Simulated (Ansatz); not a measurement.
Sr2MgH6:
```cif
data_H6MgSr2
_chemical_formula_sum 'Sr2 Mg1 H6'
_space_group_name_H-M_alt 'P 1'
_space_group_IT_number 1
_cell_length_a 5.47141
_cell_length_b 5.47141
_cell_length_c 4.18718
_cell_angle_alpha 90.000
_cell_angle_beta 90.000
_cell_angle_gamma 120.000
loop_
_space_group_symop_operation_xyz
  'x, y, z'
loop_
_atom_site_label
_atom_site_type_symbol
_atom_site_fract_x
_atom_site_fract_y
_atom_site_fract_z
_atom_site_occupancy
Sr1 Sr 0.66667 0.33333 0.26347 1
Sr2 Sr 0.33333 0.66667 0.73653 1
Mg1 Mg 0.00000 0.00000 0.00000 1
H1 H 0.82327 0.64654 0.76522 1
H2 H 0.17673 0.35346 0.23478 1
H3 H 0.35346 0.17673 0.76522 1
H4 H 0.64654 0.82327 0.23478 1
H5 H 0.82327 0.17673 0.76522 1
H6 H 0.17673 0.82327 0.23478 1
```

Relaxed with r²SCAN. r²SCAN (plane waves, PAW; program Ansatz) gives a gap of 3.31 eV.

Problem. What gap does HSE06 give on the same cell (Ansatz, PAW)?

Solution. 3.72 eV, 0.42 eV more. The hybrid was solved on a coarser mesh and at special points; its gap is the smallest among all of these.

| k | v1 r²SCAN | c1 r²SCAN | v1 HSE06 | c1 HSE06 |
|---|---|---|---|---|
| Γ | -0.39 | 3.33 | -0.42 | 3.72 |
| A | -1.74 | 5.71 | (withheld) | (withheld) |
| K | 0.00 | 3.91 | (withheld) | (withheld) |
| H | -1.86 | 4.40 | (withheld) | (withheld) |
| M | -0.03 | 4.12 | (withheld) | (withheld) |
| L | -1.31 | 3.67 | -1.39 | 4.10 |

Problem. Top valence (v1) and lowest conduction level (c1) in eV from each method's valence maximum (which need not be a listed point): supply the withheld HSE06 values.

Solution. 
- K, v1 HSE06: 0.00
- K, c1 HSE06: 4.42
- A, v1 HSE06: -1.86
- A, c1 HSE06: 6.16
- H, v1 HSE06: -2.00
- H, c1 HSE06: 4.95
- M, v1 HSE06: 0.00
- M, c1 HSE06: 4.61

Cost on shared cores: the r²SCAN run (SCF on a 6×6×7 mesh, then bands and DOS) about 70 core-seconds (a rough figure), the HSE06 run (SCF on 4×4×4, then a few points) around 70 core-seconds (rough); the tasks are unlike.

Space group P-3m1. The first step of the workflow began from a Materials Project structure, measured or hypothetical; the Crystallography Open Database copy checked does not list it. Whether it is the stable phase at ambient conditions was not checked. The r²SCAN relaxation kept the symmetry of its start; whether a distortion lowers the energy is not shown. Spin–orbit coupling is left out wherever it is not named.

Potentials: the later of the program's two PAW sets.
